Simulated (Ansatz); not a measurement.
TePt:
```cif
data_Pt2Te2
_chemical_formula_sum 'Pt2 Te2'
_space_group_name_H-M_alt 'P 1'
_space_group_IT_number 1
_cell_length_a 3.60101
_cell_length_b 3.49375
_cell_length_c 7.23604
_cell_angle_alpha 90.000
_cell_angle_beta 90.000
_cell_angle_gamma 90.000
loop_
_space_group_symop_operation_xyz
  'x, y, z'
loop_
_atom_site_label
_atom_site_type_symbol
_atom_site_fract_x
_atom_site_fract_y
_atom_site_fract_z
_atom_site_occupancy
Pt1 Pt 0.25000 0.00000 0.85619 1
Pt2 Pt 0.75000 0.00000 0.14381 1
Te1 Te 0.25000 0.50000 0.27875 1
Te2 Te 0.75000 0.50000 0.72125 1
```

Relaxed with PBEsol.

Question: Decompose the optical modes at the zone centre into irreducible representations, and say which are infrared and Raman allowed.

Answer: Point group mmm: Γ_opt = 2Ag + B1u + 2B2g + B2u + 2B3g + B3u. Infrared: B1u, B2u, B3u. Raman: Ag, B2g, B3g.

Question: Assign frequencies (DFPT, plane-wave PAW PBEsol (Ansatz code)).

Answer: B3g 10, B2g 72, Ag 103, B3u 111, B3g 118, B2u 123, B1u 126, B2g 142, Ag 144 cm⁻¹.

Subscripts of B labels follow the axes of the standard setting.

Space group Pmma. The start of the workflow was typed in or built on a structure type; neither database checked (COD, Materials Project) lists it. COD files the formula under space group No. 166, 194. Whether it is the stable phase at ambient conditions was not checked. Symmetry was held in the PBEsol relaxation; its stability against distortions is not shown here. No spin polarisation was allowed. The volume moved by 16 % from the start of the relaxation. As this level gives no gap, phonon frequencies hold no LO–TO term and depend on the k-mesh and smearing (Fermi–Dirac, 0.1 eV here). Scalar-relativistic: spin–orbit coupling is off unless named, which matters more the heavier the elements.

Potentials: the later of the program's two PAW sets.
